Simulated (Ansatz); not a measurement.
The following input was run with Ansatz 0.2.0.

```yaml
crystal:
  lattice:
    - [4.1243445584, 0.0, 0.0]
    - [-2.0621722792, 3.5717871616, 0.0]
    - [0.0, 0.0, 39.9824371303]
  atoms:
    - { symbol: Se, position: [0.0, 0.0, 0.4120204145] }
    - { symbol: Bi, position: [0.3333333333, 0.6666666667, 0.4515306523] }
    - { symbol: Se, position: [0.6666666667, 0.3333333333, 0.5] }
    - { symbol: Bi, position: [0.0, 0.0, 0.5484693477] }
    - { symbol: Se, position: [0.3333333333, 0.6666666667, 0.5879795855] }
  periodic: [true, true, false]
basis:
  ecutwfc: 420
kpoints:
  mp_grid: { grid: [6, 6, 1] }
  band_path:
    path:
      - [0, 0, 0]
      - [0.5, 0, 0]
      - [0.3333333333333, 0.3333333333333, 0]
      - [0, 0, 0]
    npoints: 3
hamiltonian:
  xc: hse06
  dispersion: d3bj
scf:
  occupations: { method: gaussian, width: 0.02 }
output:
  forces: true
  stress: true
  eigenvalues: true
  populations: true
  write_density: true
  write_potential: true
  elf: true
  volumetric_format: npy
```

Run as
```bash
ansatz run input.yaml --threads 4 --pin off --max-ram 10240MiB --backend cpu --events-out ev --progress --plain --runs-dir out
```

Level of theory: DFT HSE06+D3(BJ), scalar-relativistic, plane waves, PAW in Ansatz 0.2.0.

Part of what the program printed, abridged (iterations and final results):

```
SCF iter   1: F=—  HF=-41204.291596 eV  |F-HF|=—  |Δ(HF+E_count)|=         —  Δρ=7.10e-4  dr2=6.73e-3  ethr=1.77e-3  ⟨swp⟩=18.1  Hψ=1449  notcnv=2
SCF iter   2: F=—  HF=-41204.295968 eV  |F-HF|=—  |Δ(HF+E_count)|=   4.37e-3  Δρ=7.46e-4  dr2=2.36e-2  ethr=8.63e-6  ⟨swp⟩=5.7  Hψ=1227  notcnv=0  defer=10
SCF iter   3: F=—  HF=-41204.294929 eV  |F-HF|=—  |Δ(HF+E_count)|=   1.04e-3  Δρ=5.27e-4  dr2=1.40e-2  ethr=8.63e-6  ⟨swp⟩=5.6  Hψ=841  notcnv=0  defer=10
SCF iter   4: F=—  HF=-41204.293705 eV  |F-HF|=—  |Δ(HF+E_count)|=   1.22e-3  Δρ=2.19e-4  dr2=1.93e-3  ethr=8.63e-6  ⟨swp⟩=4.6  Hψ=734  notcnv=0  defer=10
SCF iter   5: F=-41204.293666 eV  HF=-41204.293694 eV  |F-HF|=2.85e-5  |Δ(HF+E_count)|=   1.09e-5  Δρ=5.84e-5  dr2=6.63e-5  ethr=1.11e-7  ⟨swp⟩=4.9  Hψ=1396  notcnv=0  defer=10
SCF 1 stopped early in 5 iterations: F = -41204.293666 eV  dr2 = 6.63e-5
Initial density: handed on by an earlier stage of this run
Initial wavefunctions: those handed on with the density
Functional: x = pbe(κ = 0.804, μ = 0.21951497) + 0.25 (exact − pbe) at short range (hse, ω = 0.20786987 Å⁻¹), c = pbe(β = 0.06672455); HSE06 as pw.x's `hse` composes it (authors' and Libxc's form: `xc: wpbeh`)
Exchange kernel: α = 0.2500, screened, ω = 0.2079 Å⁻¹, Wigner–Seitz truncation, v(0) = 1046.8362 eV·Å³, q-mesh 6×6×1, nearest image of the exchange supercell L = 24.75 Å, pair-density grid 24×24×180, without the augmentation charges, whose exchange is taken in its separable form by FFT convolution over the k-point mesh (sized by the pseudopotential files, 24×24×270 at the most), smooth part of the exact exchange by density-matrix convolution
Frozen-core exchange: fock
SCF iter   1: F=—  HF=-41216.046236 eV  |F-HF|=—  |Δ(HF+E_count)|=         —  Δρ=2.40e-3  dr2=5.29e-2  ethr=8.51e-7  ⟨swp⟩=18.1  Hψ=1820  notcnv=4
SCF iter   2: F=—  HF=-41216.037127 eV  |F-HF|=—  |Δ(HF+E_count)|=   9.11e-3  Δρ=1.87e-3  dr2=1.14e-1  ethr=8.51e-7  ⟨swp⟩=6.0  Hψ=1366  notcnv=0  defer=11
SCF iter   3: F=—  HF=-41216.032912 eV  |F-HF|=—  |Δ(HF+E_count)|=   4.22e-3  Δρ=1.42e-3  dr2=8.66e-2  ethr=8.51e-7  ⟨swp⟩=6.0  Hψ=1310  notcnv=0  defer=8
SCF iter   4: F=—  HF=-41216.023388 eV  |F-HF|=—  |Δ(HF+E_count)|=   9.52e-3  Δρ=6.43e-4  dr2=1.59e-2  ethr=8.51e-7  ⟨swp⟩=5.3  Hψ=1120  notcnv=0  defer=6
SCF iter   5: F=—  HF=-41216.021909 eV  |F-HF|=—  |Δ(HF+E_count)|=   1.48e-3  Δρ=2.05e-4  dr2=2.37e-3  ethr=8.51e-7  ⟨swp⟩=5.3  Hψ=813  notcnv=0  defer=7
SCF iter   6: F=—  HF=-41216.038462 eV  |F-HF|=—  |Δ(HF+E_count)|=   1.66e-2  Δρ=3.38e-4  dr2=8.04e-4  ethr=8.51e-7  ⟨swp⟩=4.7  Hψ=1215  notcnv=0  defer=2
SCF iter   7: F=—  HF=-41216.038226 eV  |F-HF|=—  |Δ(HF+E_count)|=   2.36e-4  Δρ=5.82e-5  dr2=5.74e-5  ethr=8.51e-7  ⟨swp⟩=3.4  Hψ=634  notcnv=0  defer=8
SCF iter   8: F=—  HF=-41216.038487 eV  |F-HF|=—  |Δ(HF+E_count)|=   2.61e-4  Δρ=5.03e-5  dr2=2.47e-5  ethr=2.92e-8  ⟨swp⟩=4.3  Hψ=914  notcnv=0  defer=2
SCF iter   9: F=-41216.038482 eV  HF=-41216.038482 eV  |F-HF|=1.51e-8  |Δ(HF+E_count)|=   5.23e-6  Δρ=8.40e-6  dr2=1.66e-6  ethr=2.92e-8  ⟨swp⟩=2.3  Hψ=613  notcnv=0
SCF 2 stopped early in 9 iterations: F = -41216.038482 eV  dr2 = 1.66e-6
  Residual-converged pass: ⟨swp⟩=6.0  Hψ=1263  notcnv=0  max |occ|·‖R‖ = 6.3e-6 eV (tolerance 6.7e-6 eV) dr2=1.57e-6  dr2_onsite=8.36e-8  max |Δocc| = 0.0e0
hybrid outer 1: dexx = +1.875e-2 eV, tail = 1.31e-4 eV
Exchange kernel: α = 0.2500, screened, ω = 0.2079 Å⁻¹, Wigner–Seitz truncation, v(0) = 1046.8362 eV·Å³, q-mesh 6×6×1, nearest image of the exchange supercell L = 24.75 Å, pair-density grid 24×24×180, without the augmentation charges, whose exchange is taken in its separable form by FFT convolution over the k-point mesh (sized by the pseudopotential files, 24×24×270 at the most), smooth part of the exact exchange by density-matrix convolution
Frozen-core exchange: fock
SCF iter   1: F=—  HF=-41216.038592 eV  |F-HF|=—  |Δ(HF+E_count)|=         —  Δρ=2.30e-5  dr2=4.19e-6  ethr=8.38e-7  ⟨swp⟩=6.7  Hψ=734  notcnv=0
SCF iter   2: F=—  HF=-41216.038595 eV  |F-HF|=—  |Δ(HF+E_count)|=   2.85e-6  Δρ=1.24e-5  dr2=5.69e-7  ethr=3.97e-9  ⟨swp⟩=4.1  Hψ=1080  notcnv=0
SCF iter   3: F=—  HF=-41216.038596 eV  |F-HF|=—  |Δ(HF+E_count)|=   8.57e-7  Δρ=5.66e-6  dr2=2.15e-7  ethr=5.81e-10  ⟨swp⟩=4.4  Hψ=930  notcnv=0  defer=4
SCF iter   4: F=—  HF=-41216.038596 eV  |F-HF|=—  |Δ(HF+E_count)|=   2.76e-8  Δρ=1.08e-6  dr2=5.08e-9  ethr=2.54e-10  ⟨swp⟩=3.7  Hψ=686  notcnv=0  defer=2
SCF iter   5: F=-41216.038596 eV  HF=-41216.038596 eV  |F-HF|=2.36e-9  |Δ(HF+E_count)|=   1.19e-8  Δρ=4.73e-7  dr2=1.83e-9  ethr=5.12e-12  ⟨swp⟩=5.3  Hψ=1056  notcnv=0  defer=6
SCF 3 converged in 5 iterations: F = -41216.038596 eV  dr2 = 1.83e-9
  Residual-converged pass: ⟨swp⟩=4.0  Hψ=869  notcnv=0  max |occ|·‖R‖ = 6.4e-7 eV (tolerance 7.0e-7 eV) dr2=1.84e-9  dr2_onsite=1.93e-9  max |Δocc| = 0.0e0
hybrid outer 2: dexx = +1.162e-6 eV, tail = 6.15e-8 eV, Δε = 1.91e-3 eV (about 7.12e-5 eV left of the loop's levels), ΔF = 7.00e-3 eV/Å (tail 1.17e-3)
Exchange kernel: α = 0.2500, screened, ω = 0.2079 Å⁻¹, Wigner–Seitz truncation, v(0) = 1046.8362 eV·Å³, q-mesh 6×6×1, nearest image of the exchange supercell L = 24.75 Å, pair-density grid 24×24×180, without the augmentation charges, whose exchange is taken in its separable form by FFT convolution over the k-point mesh (sized by the pseudopotential files, 24×24×270 at the most), smooth part of the exact exchange by density-matrix convolution
Frozen-core exchange: fock
SCF iter   1: F=—  HF=-41216.038596 eV  |F-HF|=—  |Δ(HF+E_count)|=         —  Δρ=7.73e-7  dr2=5.53e-9  ethr=3.94e-10  ⟨swp⟩=10.1  Hψ=788  notcnv=0
SCF iter   2: F=-41216.038596 eV  HF=-41216.038596 eV  |F-HF|=1.67e-10  |Δ(HF+E_count)|=   1.70e-9  Δρ=1.89e-7  dr2=2.41e-10  ethr=6.85e-12  ⟨swp⟩=4.0  Hψ=973  notcnv=0
SCF 4 converged in 2 iterations: F = -41216.038596 eV  dr2 = 2.41e-10
  Residual-converged pass: ⟨swp⟩=3.3  Hψ=713  notcnv=0  max |occ|·‖R‖ = 1.1e-6 eV (tolerance 1.1e-6 eV) dr2=2.32e-10  dr2_onsite=6.17e-11  max |Δocc| = 0.0e0
hybrid outer 3: dexx = +5.119e-10 eV, tail = 6.18e-10 eV, Δε = 8.92e-5 eV (about 1.87e-5 eV left of the loop's levels), ΔF = 1.87e-4 eV/Å (tail 1.94e-4)
hybrid SCF converged: 3 outer / 16 inner (+5 warm-up), last move |dexx| = 5.12e-10 eV, tail = 6.18e-10 eV
Stability not checked: this state was not tested for a lower state beside it, because the functional holds exact exchange (a hybrid, or Hartree-Fock), whose exchange loop this test does not read (fock_operator; see scf.lower_state_search)
Free energy (F): -41216.038596 eV
Frozen-core exchange: fock
Harris-Foulkes:  -41216.038596 eV  (|F-HF|=1.67e-10)
Internal energy: -41216.038596 eV  (E = F + TS)
E sigma→0 (E₀):  -41216.038596 eV
Fermi energy:    -5.695521 eV
--- Per-component energies (eV) ---
  E_band       = -2667.650836
  E_kinetic    = 951.130893
  E_local      = -272207.776795  (includes V_loc(G=0)·N_el)
  E_nonlocal   = -661.392556
  E_hartree    = 134973.942830
  E_xc         = -494.587078
  E_vxc        = -466.463292  (∫ρ·V_xc dr)
  E_exx        = -274.177593  (= α·E_x^exact, valence–valence)
  E_paw        = -26914.139976  (= ΣΔE_a)
  E_vpaw       = 317.322908  (= ΣTr[D̂ρ^β])
  E_aug_tail   = -0.002640  (compensation charges beyond the density's cutoff)
  E_ewald      = 123415.913853
  E_disp       = -2.039497  (pairwise vdW)
  E_core_change = -2.910036  (= ΣΔE_core)
  E_smearing   =  0.000000  (= −TS)
--- Forces (eV/Å), atoms counted from 1 ---
  atom   1  Se     0.00000000     0.00000000     0.33001874
  atom   2  Bi     0.00000000     0.00000000    -0.11287394
  atom   3  Se     0.00000000     0.00000000     0.00000000
  atom   4  Bi     0.00000000     0.00000000     0.11287394
  atom   5  Se     0.00000000     0.00000000    -0.33001874
--- 2D stress c σ (N/m, compression-positive) ---
       -2.284324       0.000000       0.000000
        0.000000      -2.284324       0.000000
        0.000000       0.000000       0.000000
  P = ½ c Tr σ = -2.2843 N/m
--- Band table (eV; the first three rows and the last of 7) ---
  k-point 0: bands = ["-56.9609", "-56.9609", "-56.9609", "-56.9609", "-56.9519", "-56.9519", "-56.9519", "-56.9519", "-56.9468", "-56.9468", "-56.8971", "-56.8887", "-56.8887", "-56.8533", "-56.8533", "-30.9596", "-30.9596", "-30.9567", "-30.9567", "-30.9336", "-30.9311", "-30.9272", "-30.9272", "-30.9243", "-30.9243", "-21.5187", "-20.9225", "-19.7221", "-16.3327", "-14.9308", "-8.3732", "-7.8677", "-7.8677", "-7.5760", "-7.5760", "-7.2146", "-7.1922", "-7.1922", "-6.6894", "-4.9207", "-3.6800", "-3.6800", "-3.1018", "-2.5743", "-2.5743", "-0.3601", "-0.3429"]
  k-point 1: bands = ["-56.9609", "-56.9609", "-56.9609", "-56.9609", "-56.9519", "-56.9519", "-56.9519", "-56.9518", "-56.9468", "-56.9468", "-56.8971", "-56.8887", "-56.8887", "-56.8533", "-56.8533", "-30.9651", "-30.9614", "-30.9541", "-30.9514", "-30.9319", "-30.9288", "-30.9279", "-30.9266", "-30.9251", "-30.9232", "-21.2440", "-20.6677", "-19.5824", "-16.4049", "-15.3539", "-9.5241", "-8.6798", "-8.6541", "-8.4744", "-7.9192", "-7.9047", "-7.1403", "-6.7296", "-6.4708", "-4.1767", "-3.3522", "-3.2982", "-2.8952", "-2.1701", "-1.8319", "-0.1025", "-0.0075"]
  k-point 2: bands = ["-56.9609", "-56.9609", "-56.9608", "-56.9608", "-56.9519", "-56.9519", "-56.9518", "-56.9518", "-56.9467", "-56.9467", "-56.8971", "-56.8887", "-56.8887", "-56.8533", "-56.8532", "-30.9779", "-30.9724", "-30.9477", "-30.9440", "-30.9375", "-30.9336", "-30.9205", "-30.9189", "-30.9182", "-30.9157", "-20.4834", "-20.0072", "-19.3349", "-16.8592", "-16.3284", "-11.0618", "-9.8960", "-9.2691", "-9.2211", "-8.5005", "-8.0546", "-7.6818", "-7.2831", "-6.6627", "-4.1485", "-2.9912", "-2.7887", "-2.2209", "-1.4746", "-0.9645", "-0.7635", "0.7855"]
  k-point 6: bands = ["-56.9609", "-56.9609", "-56.9608", "-56.9608", "-56.9519", "-56.9519", "-56.9518", "-56.9518", "-56.9467", "-56.9467", "-56.8971", "-56.8887", "-56.8887", "-56.8532", "-56.8532", "-30.9681", "-30.9681", "-30.9623", "-30.9518", "-30.9260", "-30.9256", "-30.9256", "-30.9243", "-30.9139", "-30.9139", "-19.3642", "-19.2390", "-19.2390", "-17.4945", "-17.4945", "-11.1967", "-10.6067", "-10.6067", "-10.0131", "-8.9687", "-8.9687", "-7.9180", "-6.8682", "-6.8682", "-3.5178", "-2.6453", "-2.6453", "-1.2822", "-0.7557", "-0.7557", "1.7071", "1.7071"]
  the weakly bound empty levels are not read free of the cell's end (exact_exchange)
--- Löwdin populations: 5 sites ---
  site symbol q [e]
     0     Se     16.3612
     1     Bi     14.2498
     2     Se     16.5732
     3     Bi     14.2498
     4     Se     16.3612
  spilling = 0.002626 (of n_electrons = 78.000000)
```

The run converged.

The run took 8.8 min on 4 threads of AMD EPYC 7R43 64-Core Processor (Zen 3), on a shared host, peak memory 8.7 GiB.

Spin–orbit coupling is left out, which can shift energies with elements as heavy as these.